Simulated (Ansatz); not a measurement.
**Profile along the N–Ga line in GaN (zinc blende)**

GaN (zinc blende), conventional cell a = b = c = 4.498 Å, α = β = γ = 90.00°. The calculation uses the primitive cell of 2 atoms, to which meshes and values per cell refer.

Fields along a shortest N–Ga line of a {110} plane (1.95 Å), from N to Ga, interpolated on the slice's grid (step about 0.2 Å). Method: PBEsol (plane waves to 420 eV, PAW, scalar-relativistic; Ansatz, a quantum-chemistry and plane-wave program). k mesh 13×13×13. Near the nuclei the fields are pseudised (PAW); where an atom keeps semicore shells as valence, they peak there. GaN was relaxed with its symmetry unable to fall.

```csv
distance from N (Å),valence electron density (e/Å³),electron localisation function
0.00,3.50,x
0.20,3.55,x
0.39,3.04,x
0.59,1.85,0.84
0.78,1.06,0.80
0.97,0.75,0.48
1.17,0.86,0.24
1.36,2.22,0.12
1.56,10.29,x
1.75,34.57,x
1.95,52.84,x
```

x: too close to a nucleus for the ELF to mean much.

Density on the N–Ga line (1.95 Å) at its density minimum, 1.0 Å from N: 0.73 e/Å³. ELF at that point: 0.4. ELF maximum in the middle third of the N–Ga line: 0.85, 0.7 Å from N.
